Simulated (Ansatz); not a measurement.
GaAs (zinc blende, F-43m), a = b = c = 5.659 Å, α = β = γ = 90.00°; the cell used has 2 atoms.

Relaxed with PBEsol.

Question: Decompose the optical modes at the zone centre into irreducible representations, and say which are infrared and Raman allowed.

Answer: Point group -43m: Γ_opt = T2. Infrared: T2. Raman: T2.

Question: Assign frequencies (DFPT, the program Ansatz at the PBEsol level (PAW); without the LO–TO term).

Answer: T2 263 cm⁻¹.

Symmetry was held in the PBEsol relaxation.

Potentials: the earlier of the program's two PAW sets. The files were generated under PBE; for other functionals the program regenerates the frozen cores, and for LDA and PBEsol the local potential too.
